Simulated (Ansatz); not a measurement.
WS2 with vanadium replacing W: field gradients at two levels of theory

Cell: a supercell of WS2 (space group P6_3/mmc) built from an entry of the Crystallography Open Database (COD), with the ions relaxed around the defect (PBE).

```xyz
36
Lattice="6.3600 0.0000 0.0000 -4.7700 8.2619 0.0000 0.0000 0.0000 12.5000" Properties=species:S:1:pos:R:3 pbc="T T T"
V     0.0013    1.8331    3.1250
W    -1.5899    4.5935    3.1250
W    -3.1783    7.3486    3.1250
W     3.1770    1.8296    3.1250
W     1.5900    4.5940    3.1250
W    -0.0031    7.3470    3.1250
W     1.5907    0.9175    9.3750
W     0.0012    3.6703    9.3750
W    -1.5890    6.4249    9.3750
W     4.7714    0.9177    9.3750
W     3.1809    3.6701    9.3750
W     1.5911    6.4252    9.3750
S     0.0007    1.8348    7.8100
S    -1.5889    4.5885    7.8105
S    -3.1792    7.3438    7.8103
S     3.1807    1.8341    7.8096
S     1.5902    4.5885    7.8104
S     0.0005    7.3438    7.8104
S     1.5569    0.9349    1.5945
S    -0.0008    3.6352    1.5981
S    -1.5891    6.4317    1.5600
S     4.8000    0.9374    1.5961
S     3.1798    3.6687    1.5654
S     1.5875    6.4298    1.5618
S     0.0007    1.8348   10.9400
S    -1.5889    4.5885   10.9395
S    -3.1792    7.3438   10.9397
S     3.1807    1.8341   10.9404
S     1.5902    4.5885   10.9396
S     0.0005    7.3438   10.9396
S     1.5569    0.9349    4.6555
S    -0.0008    3.6352    4.6519
S    -1.5891    6.4317    4.6900
S     4.8000    0.9374    4.6539
S     3.1798    3.6687    4.6846
S     1.5875    6.4298    4.6882
```

Atoms are numbered from 1 in the order listed; like atoms form one site, named after its first atom.

First run. Method: Kohn–Sham DFT in Ansatz, PBE, plane waves and PAW, scalar-relativistic, 420 eV cutoff, Γ-centred 4×3×2 k-points, Fermi–Dirac smearing 0.01 eV, cell charge +1.

| site | atom | V_zz (10²¹ V/m²) | η |
| --- | --- | --- | --- |
| V | 1 | -2.95 | 0.04 |
| W2 | 2 | -16.67 | 0.22 |
| W3 | 3 | -16.95 | 0.13 |
| W4 | 4 | -17.34 | 0.13 |
| W5 | 5 | -17.06 | 0.18 |
| W6 | 6 | -17.34 | 0.13 |
| W7 | 7 | -16.25 | 0.00 |
| W8 | 8 | -16.24 | 0.00 |
| W9 | 9 | -16.13 | 0.00 |
| W11 | 11 | -16.10 | 0.00 |
| W12 | 12 | -16.08 | 0.00 |
| S19 | 19 | -4.43 | 0.14 |
| S20 | 20 | -4.72 | 0.16 |
| S24 | 24 | -4.20 | 0.04 |

Second run. The same atoms and settings, except that the functional is r2SCAN and the cutoff is 500 eV.

Problem. Given the first result, estimate the second.

Solution. 

```json
{"site": "V", "atom": "1", "V_zz": "-2.63", "η": "0.06", "change of V_zz": "+0.32"}
{"site": "W2", "atom": "2", "V_zz": "-16.46", "η": "0.23", "change of V_zz": "+0.21"}
{"site": "W3", "atom": "3", "V_zz": "-16.80", "η": "0.13", "change of V_zz": "+0.15"}
{"site": "W4", "atom": "4", "V_zz": "-17.09", "η": "0.11", "change of V_zz": "+0.25"}
{"site": "W5", "atom": "5", "V_zz": "-16.87", "η": "0.19", "change of V_zz": "+0.19"}
{"site": "W6", "atom": "6", "V_zz": "-17.21", "η": "0.13", "change of V_zz": "+0.13"}
{"site": "W7", "atom": "7", "V_zz": "-16.07", "η": "0.00", "change of V_zz": "+0.18"}
{"site": "W8", "atom": "8", "V_zz": "-16.06", "η": "0.00", "change of V_zz": "+0.18"}
{"site": "W9", "atom": "9", "V_zz": "-15.96", "η": "0.00", "change of V_zz": "+0.17"}
{"site": "W11", "atom": "11", "V_zz": "-15.92", "η": "0.00", "change of V_zz": "+0.18"}
{"site": "W12", "atom": "12", "V_zz": "-15.91", "η": "0.00", "change of V_zz": "+0.17"}
{"site": "S19", "atom": "19", "V_zz": "-4.38", "η": "0.17", "change of V_zz": "+0.05"}
{"site": "S20", "atom": "20", "V_zz": "-4.70", "η": "0.18", "change of V_zz": "+0.02"}
{"site": "S24", "atom": "24", "V_zz": "-4.24", "η": "0.05", "change of V_zz": "-0.04"}
```

The largest change of V_zz is on V, from -2.95 to -2.63. In per cent, |V_zz| changes by -11 on V, -1 on W, -1 to +1 on S (all sites that start above 2). The table leaves out 9 of the 23 sites, with |V_zz| up to 4.51; their tensors move by 0.07 at most along any direction. The statements above cover all sites.

The run isn't spin-polarised, and a state with spin may lie lower. The defect repeats with the cell of 36 atoms, so it feels its images: sites between two images don't show the values beside a lone defect, and zeros or small values of η there can come from the images' arrangement. S and W carry a gradient in the pure host already, so the values there aren't the defect's effect alone. The relaxation keeps the site symmetry m of the start, so the impurity can move only within its mirror plane; a distortion that would localise the partly filled state isn't explored. A uniform background compensates the cell's charge. The defect cell has no gap above 0.1 eV on its mesh, so the values can hang on the smearing and the k-mesh. Without spin–orbit coupling the gradients at and beside W can be off by some per cent, at some sites by more.
